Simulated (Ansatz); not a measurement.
## Cr₂B: do energies and stresses tell the same story?

Computed with Ansatz, DFT r2SCAN, scalar-relativistic, plane waves, PAW.

Cutoff 500 eV; k points 12×12×12 on the computed 6-atom cell (Γ-centred); Gaussian smearing, width 0.10 eV; no spin polarisation.

Relaxed cell: I4/mcm, a = 5.109 Å, b = 5.109 Å, c = 4.244 Å, α = 90.00°, β = 90.00°, γ = 90.00°, 6 atoms in the primitive cell. Whether it is the stable form of this composition wasn't checked.

Energies at zero smearing and pressures from the stress tensor, at volumes with shape and atoms relaxed:
```
V (Å³/atom) E − E(first) (meV/atom) P (GPa)
      8.678                     0.00    21.96
      8.955                   -27.44    10.13
      9.232                   -35.93    -0.01
      9.508                   -28.18    -8.69
      9.785                    -6.52   -16.13
```

**Question.** Check P = −dE/dV between neighbouring volumes, and get the bulk modulus from the pressures alone.

**Answer.** With 1 eV/Å³ = 160.2 GPa:
```
middle V (Å³/atom)  −ΔE/ΔV (GPa) mean P (GPa)
             8.816        15.875        16.046
             9.093         4.911         5.064
             9.370        -4.485        -4.348
             9.647       -12.532       -12.408
```

The two differ by 0.17 GPa at most. The mean of two end pressures misses the average over a step by about ΔV² P″/12, up to 0.15 GPa here; with that taken off 0.03 GPa remains. The stress is the derivative of the free energy, not of the energy at zero smearing, and with free energies 0.00 GPa remains. Around V = 9.232 Å³/atom, the two neighbours give B = −V ΔP/ΔV = 9.232 × 18.82 / 0.554 = 313.7 GPa, against B0 = 312.5 GPa from the Birch–Murnaghan fit of the energies.

A ferromagnetic start lost its moments in a first run, so spin was left out; other magnetic orders weren't tried.